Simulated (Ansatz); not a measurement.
**TiO2 with La replacing Ti: gradients before and after relaxing the atoms**

Start: a supercell of TiO2 (rutile type, P4_2/mnm) built from a COD entry, with all atoms left at the host's positions.

Space group Pmmm (No. 47); a = 6.4944, b = 6.4944, c = 8.8722 Å.

| site | Wyckoff | site symmetry | x | y | z |
| --- | --- | --- | --- | --- | --- |
| La | 1a | mmm | 0.0000 | 0.0000 | 0.0000 |
| Ti2 | 2q | mm2 | 0.0000 | 0.0000 | 0.3333 |
| Ti4 | 1f | mmm | 0.5000 | 0.5000 | 0.0000 |
| Ti5 | 2t | mm2 | 0.5000 | 0.5000 | 0.3333 |
| Ti7 | 2s | mm2 | 0.5000 | 0.0000 | 0.1667 |
| Ti8 | 1d | mmm | 0.5000 | 0.0000 | 0.5000 |
| Ti10 | 2r | mm2 | 0.0000 | 0.5000 | 0.1667 |
| Ti11 | 1g | mmm | 0.0000 | 0.5000 | 0.5000 |
| O13 | 2i | 2mm | 0.3050 | 0.0000 | 0.0000 |
| O14 | 4w | .m. | 0.3050 | 0.0000 | 0.3333 |
| O16 | 2k | 2mm | 0.8050 | 0.5000 | 0.0000 |
| O17 | 4x | .m. | 0.8050 | 0.5000 | 0.3333 |
| O19 | 4v | m.. | 0.5000 | 0.3050 | 0.1667 |
| O20 | 2p | m2m | 0.5000 | 0.3050 | 0.5000 |
| O22 | 4u | m.. | 0.0000 | 0.8050 | 0.1667 |
| O23 | 2n | m2m | 0.0000 | 0.8050 | 0.5000 |

One atom of each set is listed.

Method: Kohn–Sham DFT in Ansatz, PBE, plane waves and PAW, scalar-relativistic, collinear spin, 420 eV cutoff, Γ-centred 3×3×2 k-points, Fermi–Dirac smearing 0.01 eV. Start moments as typed (μB): 1 on each La, none on the rest.

The largest force at the start is 7.2 eV/Å. Relaxing the ions at fixed cell moves them by 0.336 Å at most (atom 34, O) and 0.125 Å rms.

```csv
site,moved (Å),first shell before,first shell after,V_zz before (10²¹ V/m²),η before
La,0.000,6 O at 1.95–1.98 Å,6 O at 2.15–2.27 Å,-49.8,0.43
Ti2,0.090,6 O at 1.95–1.98 Å,6 O at 1.87–1.98 Å,-2.89,0.75
Ti5,0.006,6 O at 1.95–1.98 Å,6 O at 1.94–1.96 Å,-2.17,0.25
Ti7,0.099,6 O at 1.95–1.98 Å,6 O at 1.89–1.98 Å,-3.00,0.18
Ti10,0.039,6 O at 1.95–1.98 Å,6 O at 1.88–1.98 Å,-3.05,0.31
Ti11,0.000,6 O at 1.95–1.98 Å,6 O at 1.94–1.95 Å,-2.20,0.14
O13,0.165,"2 Ti at 1.95 Å, 1 La at 1.98 Å","2 Ti at 1.92 Å, 1 La at 2.15 Å",5.13,0.73
O16,0.010,3 Ti at 1.95–1.98 Å,3 Ti at 1.97–1.99 Å,2.31,0.78
O17,0.064,3 Ti at 1.95–1.98 Å,3 Ti at 1.94–1.98 Å,2.29,0.97
O22,0.336,"2 Ti at 1.95–1.98 Å, 1 La at 1.95 Å","2 Ti at 1.87–1.88 Å, 1 La at 2.27 Å",4.05,0.53
O23,0.031,3 Ti at 1.95–1.98 Å,3 Ti at 1.90–1.95 Å,2.15,0.92
```

Question: What are V_zz and η after the relaxation?

Answer: 

```json
{"site": "La", "V_zz after": "-25.7", "η after": "0.84", "change of V_zz": "–"}
{"site": "Ti2", "V_zz after": "6.80", "η after": "0.55", "change of V_zz": "–"}
{"site": "Ti5", "V_zz after": "1.77", "η after": "0.34", "change of V_zz": "–"}
{"site": "Ti7", "V_zz after": "-4.92", "η after": "0.05", "change of V_zz": "-1.92"}
{"site": "Ti10", "V_zz after": "-4.93", "η after": "0.80", "change of V_zz": "–"}
{"site": "Ti11", "V_zz after": "-0.94", "η after": "0.90", "change of V_zz": "+1.26"}
{"site": "O13", "V_zz after": "6.73", "η after": "0.57", "change of V_zz": "+1.60"}
{"site": "O16", "V_zz after": "1.82", "η after": "0.13", "change of V_zz": "-0.49"}
{"site": "O17", "V_zz after": "-2.66", "η after": "0.75", "change of V_zz": "–"}
{"site": "O22", "V_zz after": "1.87", "η after": "0.85", "change of V_zz": "-2.18"}
{"site": "O23", "V_zz after": "2.42", "η after": "0.89", "change of V_zz": "+0.27"}
```

The largest change of V_zz along a kept axis is on O22, from 4.05 to 1.87. The whole tensor moves most on La, by 61.23 along its most changed direction. In per cent, |V_zz| changes by -57 to +64 on Ti, -54 to +31 on O (all sites that start above 2, bar those whose gradient vanishes or changes sign or whose main axis turns by over 40°). Where |V_zz| stays above 0.1 and the axes keep their order, η moves most on Ti11, from 0.14 to 0.90. On O22, O23 V_xx and V_yy change places (or their axes turn by over 50°), so the two values of η hide a larger change. On La, Ti10, Ti2, O17, Ti5 the largest principal value lies along another axis in the second run, so the two V_zz can't be compared directly. The table leaves out 5 of the 16 sites, with |V_zz| up to 2.47; their tensors move by 0.71 at most along any direction. The statements above cover all sites. The electronic state changes along with the positions (absolute moment from 0.8 to 0.0 μB), so the changes aren't those of geometry alone. The host's own positions weren't relaxed first, so part of the change far from the defect can be the host's relaxation.

The defect repeats with the cell of 36 atoms, so it feels its images: sites between two images don't show the values beside a lone defect, and zeros or small values of η there can come from the images' arrangement. O and Ti carry a gradient in the pure host already, so the values there aren't the defect's effect alone. The defect cell has no gap above 0.1 eV on its mesh, so the values can hang on the smearing and the k-mesh. Without spin–orbit coupling (the program notes it for La) the gradients can shift somewhat, as the gap is small.
Before: The cell keeps the host's lattice, where the PBE pressure is 19 GPa. The run lost most of its start moments on La; a state with other moments may lie lower. The neighbours have not yet relaxed around the defect (largest force 7.2 eV/Å), so the values at and beside it are those of a strained start, not of the defect in a real crystal.
After: The relaxation keeps the site symmetry mmm of the start, so the impurity can't leave its site; a distortion that would localise the partly filled state isn't explored. The cell keeps the host's lattice, where the PBE pressure is 17 GPa. The start moments die out, and the run ends without spin.
